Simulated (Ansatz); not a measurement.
ZrC, DFT, PBEsol, PAW with Ansatz's default frozen-core files, scalar-relativistic (Ansatz 0.2.0), run on 1 thread of Intel(R) Xeon(R) 6975P-C (Granite Rapids) on a shared host.

The geometry is COD entry 1562921, unchecked; take it as a test cell. The listed cell was then made from it by scaling, straining or moving an atom.

Command: `ansatz run input.yaml --threads 1 --pin off --max-ram 3072MiB --backend cpu --events-out ev --progress --plain --runs-dir out`

```yaml
crystal:
  lattice:
    - [0.0, 2.35021, 2.3972142]
    - [2.35021, 0.0, 2.3972142]
    - [2.35021, 2.35021, 0.0]
  atoms:
    - { symbol: Zr, position: [0.5, 0.5, 0.5] }
    - { symbol: C, position: [0.0, 0.0, 0.0] }
kpoints:
  mp_grid: { grid: [15, 15, 15] }
scf:
  occupations: { method: fermi_dirac, width: 0.05 }
hamiltonian:
  xc: pbesol
  pseudopotentials: { kind: paw }
output:
  forces: true
  stress: true
  eigenvalues: true
  efg: { contact_densities: true }
  write_density: true
  write_potential: true
  elf: true
  volumetric_format: npy
```

**Question.** How large is the problem that the program sets up?

**Answer.** 288 irreducible k-points, 533 plane waves at Γ, 12 bands.

**Question.** About how long does it take, and how much memory does it use?

**Answer.** 4.3 s of wall time for 6 SCF iterations, with a peak of 0.48 GiB. Times on shared machines scatter by tens of per cent.

**Question.** And the same cell and mesh by crystal-made all-electron datasets, asked for forces, stress, eigenvalues, efg, on the same hardware?

**Answer.** 9.9 s, peak memory 0.61 GiB.
